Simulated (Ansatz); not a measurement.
Input file for Ansatz (an electronic-structure program):

Ansatz 0.2 input:
```yaml
crystal:
  lattice:
    - [4.3637731864, 0.0, 0.0]
    - [-2.1818865932, 3.7791384358, 0.0]
    - [0.0, 0.0, 9.5110709623]
  atoms:
    - { symbol: Ga, position: [0.0, 0.4998921234, 0.6666666667] }
    - { symbol: Ga, position: [0.5001078766, 0.5001078766, 0.0] }
    - { symbol: Ga, position: [0.4998921234, 0.0, 0.3333333333] }
    - { symbol: Sb, position: [0.0, 0.4999487464, 0.1666666667] }
    - { symbol: Sb, position: [0.5000512536, 0.5000512536, 0.5] }
    - { symbol: Sb, position: [0.4999487464, 0.0, 0.8333333333] }
kpoints:
  mp_grid: { grid: [11, 11, 5] }
hamiltonian:
  xc: r2scan
  pseudopotentials: { kind: paw }
scf:
  occupations: { method: gaussian, width: 0.05 }
checkpoint: { read: metal.run }
output: { bader: true, populations: true }
```

Output (shortened):

```
Pseudopotentials: kind: paw
Pseudopotential: Ga, paw, valence charge 13
Pseudopotential: Sb, paw, valence charge 15
Functional definition: r2SCAN
Crystal: 6 atoms, lattice volume = 156.850 Å³
Basis set: ecut = 500 eV, 3965 PW (Γ), exchange–correlation on 128×128×288 points (64 copies of the dense FFT grid, shifted against one another)
Bands: 51, of which v1, the nominal top of the filled ones, is band 42 counted from 1 (41 counted from 0)
Symmetry: 6 space group operations
Space group: P3121 (ITA 152), of the structure as read, at distance tolerance 5.4e-5 Å
k-points: 68 of 605 (time reversal used)
PAW frozen core: Ga, regenerated for the run's functional
PAW frozen core: Sb, regenerated for the run's functional
Initial density: read from a saved state, or passed on in memory by an earlier SCF of this step, an earlier step, the calling program or the single point that …
Stability of the state it starts from, as read at its close in the unpolarized treatment …
Initial wavefunctions: pseudopotential atomic-orbital guess
Eigensolver: davidson
Functional: x = r2scan, c = r2scan; τ floored in thin density (d = 2e-4 eV/Å³)
iter 1 solved again at ethr=3.47e-7 eV; its pass at ethr=3.10e-3 eV (dr2=2.92e-4 eV) is discarded
SCF iter   1: F=—  HF=-30868.576006 eV  |F-HF|=—  |Δ(HF+E_count)|=         —  Δρ=9.60e-7  dr2=9.55e-10  dr2_τ=7.81e-11  ethr=3.47e-7  ⟨swp⟩=3.0  Hψ=22682  notcnv=0
all-band conjugate gradients solve this SCF's bands
preconditioner: auto → Resta (q_TF=auto, 2.459 Å⁻¹)
SCF iter   2: F=—  HF=-30868.576058 eV  |F-HF|=—  |Δ(HF+E_count)|=   5.25e-5  Δρ=5.52e-7  dr2=4.28e-10  dr2_τ=8.59e-11  ethr=1.14e-12  ⟨swp⟩=8.8  Hψ=15743  notcnv=0
SCF iter   3: F=-30868.576058 eV  HF=-30868.576058 eV  |F-HF|=1.20e-10  |Δ(HF+E_count)|=  1.71e-10  Δρ=3.40e-7  dr2=1.63e-10  dr2_τ=1.22e-11  ethr=1.00e-12  ⟨swp⟩=1.0  Hψ=8547  notcnv=0
the last iteration of the SCF fills more bands at one k-point than at another …
SCF 1 converged in 3 iterations: F = -30868.576058 eV  dr2 = 1.63e-10
SCF converged after 3 iterations
Free energy (F): -30868.576058 eV
Harris-Foulkes:  -30868.576058 eV  (|F-HF|=1.20e-10)
Internal energy: -30868.576057 eV  (E = F + TS)
E sigma→0 (E₀):  -30868.576058 eV
Entropy (-TS):   -0.000001 eV ( 0.000 meV/atom)
Fermi energy:    8.829965 eV
--- Per-component energies (eV) ---
  E_band       = -745.573058
  E_kinetic    = 963.320633
  E_local      = -10942.884063  (includes V_loc(G=0)·N_el)
  E_nonlocal   = 2368.673366
  E_hartree    = 5057.223936
  E_xc         = -567.841924
  E_vxc        = -484.626815  (∫ρ·V_xc dr)
  E_paw        = -19816.722535  (= ΣΔE_a)
  E_vpaw       = -2794.434443  (= ΣTr[D̂ρ^β])
  E_aug_tail   = -0.000137  (compensation charges beyond the density's cutoff)
  E_vtau       = 29.931109  (kinetic-family band-sum trace: ∫τ·v_τ [+ j·A + Jᵃ·Aᵃ] dr)
  E_ewald      = -7929.904234
  E_core_change = -0.441099  (= ΣΔE_core)
  E_smearing   = -0.000001  (= −TS)
  E_closure    =  0.000000  (closes the sum)
  Σ components = -30868.576058   (vs F -30868.576058, Δ=0.00e0)
  [band-id]    e_kinetic+e_local+e_nonlocal+2·e_hartree+e_vxc+e_vpaw+e_augmentation_tail+e_vtau = -745.572479   (vs E_band -745.573058, Δ=5.78e-4)
--- Band table (eV; the first three rows and the last of 68) ---
  k-point 0: bands = ["-20.9283", "-20.9283", "-20.9124", "-20.8995", "-20.8995", "-20.8976", "-20.8873", "-20.8873", "-20.8862", "-20.8817", "-20.8750", "-20.8750", "-20.8732", "-20.8661", "-20.8661", "-6.8728", "-6.8728", "-6.8611", "-6.8611", "-6.8408", "-6.8398", "-6.8322", "-6.8263", "-6.8249", "-6.8249", "-6.8228", "-6.8228", "-6.8127", "-6.8127", "-6.8084", "-3.4762", "-1.9131", "-1.9131", "3.2712", "3.2712", "6.0320", "7.6890", "7.6890", "8.1703", "8.1703", "8.3205", "8.3605", "9.0949", "10.3085", "10.3085", "11.4780", "11.4780", "11.9643", "11.9643", "13.8330", "14.2763"]
  k-point 1: bands = ["-20.9314", "-20.9242", "-20.9134", "-20.8994", "-20.8993", "-20.8979", "-20.8879", "-20.8866", "-20.8861", "-20.8813", "-20.8766", "-20.8737", "-20.8728", "-20.8679", "-20.8647", "-6.8821", "-6.8638", "-6.8608", "-6.8572", "-6.8437", "-6.8370", "-6.8317", "-6.8289", "-6.8259", "-6.8258", "-6.8252", "-6.8209", "-6.8127", "-6.8113", "-6.8088", "-3.4114", "-2.4576", "-1.3069", "2.2645", "4.3870", "6.1065", "7.1520", "7.6684", "8.1438", "8.1699", "8.2642", "8.3361", "9.6067", "10.2920", "10.3837", "11.0024", "11.6349", "12.0746", "12.5755", "13.1986", "13.8831"]
  k-point 2: bands = ["-20.9331", "-20.9199", "-20.9161", "-20.8992", "-20.8990", "-20.8984", "-20.8884", "-20.8863", "-20.8861", "-20.8801", "-20.8784", "-20.8731", "-20.8715", "-20.8698", "-20.8639", "-6.8871", "-6.8652", "-6.8525", "-6.8481", "-6.8478", "-6.8369", "-6.8333", "-6.8299", "-6.8292", "-6.8277", "-6.8268", "-6.8199", "-6.8114", "-6.8103", "-6.8098", "-3.2176", "-2.8975", "-0.7930", "1.5447", "5.5327", "6.3269", "6.6474", "6.6828", "8.2108", "8.2125", "8.2760", "8.5633", "10.1562", "10.3666", "10.3968", "10.6726", "11.7212", "12.2887", "12.7651", "13.3735", "13.4773"]
  k-point 67: bands = ["-20.9298", "-20.9267", "-20.9194", "-20.8966", "-20.8958", "-20.8939", "-20.8855", "-20.8847", "-20.8838", "-20.8804", "-20.8772", "-20.8760", "-20.8676", "-20.8657", "-20.8642", "-6.9103", "-6.9002", "-6.8671", "-6.8606", "-6.8347", "-6.8337", "-6.8308", "-6.8288", "-6.8256", "-6.8212", "-6.8167", "-6.8123", "-6.8030", "-6.8021", "-6.8009", "-1.2900", "-0.9566", "-0.8624", "1.1841", "2.5501", "2.9647", "4.6042", "5.0220", "5.2515", "5.5454", "6.7487", "7.6434", "10.2774", "11.0230", "11.3726", "12.3025", "12.5446", "13.0157", "13.7121", "14.0553", "14.7196"]
  band table: 51 of 51 bands, residual norms ≤ 1.0e-3 eV
--- Löwdin populations: 6 sites ---
  site symbol       q [e]
     0     Ga     13.2711
     1     Ga     13.2711
     2     Ga     13.2711
     3     Sb     14.6827
     4     Sb     14.6827
     5     Sb     14.6827
  spilling = 0.001652 (of n_electrons = 84.000000)
--- Bader charges: 6 sites ---
  site symbol  charge [e]  shift [e]
     0     Ga      0.3446     0.0004
     1     Ga      0.3446     0.0004
     2     Ga      0.3446     0.0004
     3     Sb     -0.3446     0.0004
     4     Sb     -0.3446     0.0004
     5     Sb     -0.3446     0.0004
  shift: an alarm, by how much a part of what the PAW files miss would move the charge. Where it is large, compare
  with a run on PAW files of another source; a small one proves nothing
  estimated error of the sums over rays = 3.8e-4 e
```

Cost: about 2.0 core-minutes (a rough figure) on shared cores.

Space group P6_422. The start of the workflow was typed in or built on a structure type; neither database checked (COD, Materials Project) lists it. It is not the phase usual at ambient conditions (space group No. 216). The r²SCAN relaxation kept the symmetry of its start; whether a distortion lowers the energy is not shown. A small band overlap can be real or an error of a semilocal functional. Point labels and valley counts follow the cell and symmetry of the run, lower than the named group. Spin–orbit coupling is left out wherever it is not named.

Potentials: the later of the program's two PAW sets.

Ansatz is a plane-wave DFT program.
